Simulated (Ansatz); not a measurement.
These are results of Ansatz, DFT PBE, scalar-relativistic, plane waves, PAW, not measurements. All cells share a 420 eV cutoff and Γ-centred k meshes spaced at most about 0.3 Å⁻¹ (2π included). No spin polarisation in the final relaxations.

All energies are static (0 K, no zero-point motion).

Two forms of Mg2CdSe3 were relaxed alike.

A.

```yaml
crystal:
  lattice:
    - [-1.97765, 1.97765, 8.40246]
    - [1.97765, -1.97765, 8.40246]
    - [1.97765, 1.97765, -8.40246]
  atoms:
    - { symbol: Mg, position: [0.83311, 0.83311, 0.00000] }
    - { symbol: Mg, position: [0.16689, 0.16689, 0.00000] }
    - { symbol: Cd, position: [0.50000, 0.50000, 0.00000] }
    - { symbol: Se, position: [0.00000, 0.00000, 0.00000] }
    - { symbol: Se, position: [0.66957, 0.66957, 0.00000] }
    - { symbol: Se, position: [0.33043, 0.33043, 0.00000] }
```

B.

```yaml
crystal:
  lattice:
    - [3.95354, 0.00000, 0.00000]
    - [-1.97677, 3.42387, 0.00000]
    - [0.00000, 0.00000, 9.68583]
  atoms:
    - { symbol: Mg, position: [0.33333, 0.66667, 0.66281] }
    - { symbol: Mg, position: [0.66667, 0.33333, 0.33719] }
    - { symbol: Cd, position: [0.00000, 0.00000, 0.00000] }
    - { symbol: Se, position: [0.00000, 0.00000, 0.50000] }
    - { symbol: Se, position: [0.33333, 0.66667, 0.17581] }
    - { symbol: Se, position: [0.66667, 0.33333, 0.82419] }
```

Problem. Which arrangement of the elements on these sites is preferred, and by what margin?

Solution. They are level within the accuracy (2 meV/atom apart, with B the lower in these runs). The two share one framework of sites and differ in which element sits where. A has Mg and Cd ordered on rock salt sites, space group I4/mmm (No. 139), 21.9 Å³/atom and a gap of 0.60 eV on its mesh; B has Mg and Cd ordered on rock salt sites, space group P-3m1 (No. 164), 21.9 Å³/atom and a gap of 0.88 eV. Counting Se atoms around Cd and Mg (those within 1.25 times the shortest such distance or 1.15 times the sum of covalent radii), A and B both have Mg 6, Cd 6. In A, around Mg lie 6 Se at 2.75–2.80 Å; Cd is surrounded by 6 Se at 2.80–2.85 Å; Se on a site of symmetry 4/mmm is surrounded by 4 Cd at 2.80 Å and 2 Mg at 2.80 Å; 1 more site not described. In B, Mg is surrounded by 6 Se at 2.77 Å; around Cd lie 6 Se at 2.85 Å; Se on a site of symmetry -3m is surrounded by 6 Mg at 2.77 Å; 1 more site not described. Both come from invented guesses.

Kohn–Sham gaps at this level usually fall short of measured ones. With atoms moved at random, P-3m1 came back. Other cells relaxed within their symmetry can be saddle points.
